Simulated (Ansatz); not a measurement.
Starting cell, BaZrO₃ (cubic perovskite):

```yaml
crystal:
  lattice:
    - [4.22721, 0.00000, 0.00000]
    - [0.00000, 4.22721, 0.00000]
    - [0.00000, 0.00000, 4.22721]
  atoms:
    - { symbol: Ba, position: [0.00000, 0.00000, 0.00000] }
    - { symbol: Zr, position: [0.50000, 0.50000, 0.50000] }
    - { symbol: O, position: [0.00000, 0.50000, 0.50000] }
    - { symbol: O, position: [0.50000, 0.50000, 0.00000] }
    - { symbol: O, position: [0.50000, 0.00000, 0.50000] }
```

In each cell atom 3 (O, nearest neighbour Zr at 2.114 Å; its periodic images, 4.2 Å or more away, move with it) moves by s·(0.707, 0.707, 0.000) (along Cartesian [110]), the rest being held.

Method: PBE (plane waves to 420 eV, PAW, scalar-relativistic; Ansatz, a first-principles code). k mesh 6×6×6 (Γ-centred), Fermi-Dirac smearing 0.05 eV. Compression counts positive. Left out: 4 of 11 points, with atoms too close for the PAW data. F∥ is the force on the atom along that direction. F⊥ is the part of the force across the line. BaZrO3 is run without spin polarisation. BaZrO3 was relaxed with its symmetry unable to fall. 

| s (Å) | P (GPa) | F∥ (eV/Å) | |F⊥| (eV/Å) |
|---|---|---|---|
| -0.378 | (withheld) | 3.075 | 2.327 |
| -0.252 | 2.01 | 1.859 | 1.264 |
| -0.126 | 0.51 | 0.863 | (withheld) |
| 0.000 | 0.00 | 0.000 | 0.000 |
| 0.126 | 0.51 | -0.863 | (withheld) |
| 0.252 | 2.01 | -1.859 | 1.264 |
| 0.378 | (withheld) | -3.075 | 2.327 |

Question: Some entries are withheld; supply them.

Answer: 
- -0.378, P (GPa): 4.50
- -0.126, |F⊥| (eV/Å): 0.543
- 0.126, |F⊥| (eV/Å): 0.543
- 0.378, P (GPa): 4.50

(A displaced cell: forces are minus the slopes of the energy, force constants its curvatures, and phonons follow from these.)
